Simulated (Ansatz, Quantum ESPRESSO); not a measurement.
GaGe and the effect of the dispersion correction

The cell as given:

```
Ge Ga
1.0
     0.00000    2.89784    2.89784
     2.89784    0.00000    2.89784
     2.89784    2.89784    0.00000
Ge Ga
1 1
Cartesian
  0.0000 0.0000 0.0000
  1.4489 1.4489 1.4489
```

The cell comes from a database or a generator and needn't be the stable form of this composition.

Kept alike: task relaxation of cell and atoms; functional PBEsol; k mesh 8 × 8 × 8; occupations fermi-dirac, width 0.05 eV; no spin polarisation. Program: Ansatz, Ansatz PAW, cutoff 420 eV. The mesh is that of the run's cell of 2 atoms. No spin-orbit coupling.

```csv
dispersion correction,volume (Å³/atom)
D3(BJ),22.509
D3(BJ)-ATM,22.578
D4,22.675
none,23.206
```

The relaxations keep at least the cell's symmetry (F-43m). For a metal such a mesh leaves the last digits unconverged. Relaxations stop with a little pressure left, so the last digits of a volume or edge aren't settled. All rows use potentials made for PBE.

Q: What does the dispersion correction change here?

A: The volume runs from 22.509 (D3(BJ)) to 23.206 Å³/atom (none). Against no correction: D3(BJ) -3.0 %; D3(BJ)-ATM -2.7 %; D4 -2.3 %. Dispersion terms mostly attract and so lower the volume; the schemes' coefficients and damping set how far. A twin series (Quantum ESPRESSO, GBRV 1.5 PBEsol) moves it by +0.6366 between D3(BJ) and none, against +0.6972 Å³/atom here.
